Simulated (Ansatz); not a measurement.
Si:
```cif
data_Si2
_chemical_formula_sum 'Si2'
_space_group_name_H-M_alt 'P 1'
_space_group_IT_number 1
_cell_length_a 3.84973
_cell_length_b 3.84973
_cell_length_c 3.84973
_cell_angle_alpha 60.000
_cell_angle_beta 60.000
_cell_angle_gamma 60.000
loop_
_space_group_symop_operation_xyz
  'x, y, z'
loop_
_atom_site_label
_atom_site_type_symbol
_atom_site_fract_x
_atom_site_fract_y
_atom_site_fract_z
_atom_site_occupancy
Si1 Si 0.50000 0.50000 0.50000 1
Si2 Si 0.75000 0.75000 0.75000 1
```

Relaxed with r²SCAN.

Task: Decompose the optical modes at the zone centre into irreducible representations, and say which are infrared and Raman allowed.

Result: Point group m-3m: Γ_opt = T2g. Infrared: none. Raman: T2g.

Task: Assign frequencies (DFPT, DFT-r²SCAN in the program Ansatz with PAW potentials).

Result: T2g 518 cm⁻¹.

Space group Fd-3m (diamond). The r²SCAN relaxation kept the symmetry of its start; phonons on a q-mesh show no instability.

Potentials: the later of the program's two PAW sets.
